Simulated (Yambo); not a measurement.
Yambo run on CsCdCl3 (cubic perovskite, space group Pm-3m, No. 221). The wavefunctions are norm-conserving LDA (Quantum ESPRESSO, 102 Ry, no spin-orbit coupling) ones on a 2×2×2 mesh (25 occupied bands); a = 5.264 Å, b = 5.264 Å, c = 5.264 Å, α = 90.00°, β = 90.00°, γ = 90.00°.

Yambo input:

```
rim_cut
gw0
dyson
el_el_corr
HF_and_locXC
ppa
em1d
RandQpts= 1000000
RandGvec= 1 Ry
EXXRLvcs= 102 Ry
VXCRLvcs= 408 Ry
Chimod= "HARTREE"
% BndsRnXp
 5 | 268 |
%
NGsBlkXp= 8 Ry
% LongDrXp
 1.0 | 1.0 | 1.0 |
%
PPAPntXp= 27.2114 eV
% GbndRnge
 1 | 268 |
%
GTermKind= "none"
DysSolver= "n"
ExtendOut
% QPkrange
 1 | 1 | 25 | 26 |
 4 | 4 | 25 | 25 |
%
```

k points by index: 1 = Γ, 4 = R.

Resulting energies as the program prints them:

```
#    K-point    Band    Eo [eV]    E [eV]    E-Eo [eV]    Vxc [eV]    Vnlxc [eV]    Sc|Eo [eV]    Sc|E [eV]    dSc/dw|Eo [eV]    Re(Z)    Im(Z)
#
    1    25    -0.487579    -1.813995    -1.326416    -14.24074    -18.59189    2.669672    3.024729    -7.283180    0.788857    -0.001548
    1    26    1.449560    2.614394    1.164834    -12.90986    -8.139679    -3.359940    -3.605347    -5.732421    0.825992    -0.001153
    4    25    0.000000    -1.062372    -1.062372    -16.99032    -20.92712    2.598797    2.874421    -7.059027    0.794018    -0.001325
```
(The two width columns are left out.) Convergence of these settings isn't established.

Geometry of the Materials Project entry, not relaxed at this level.
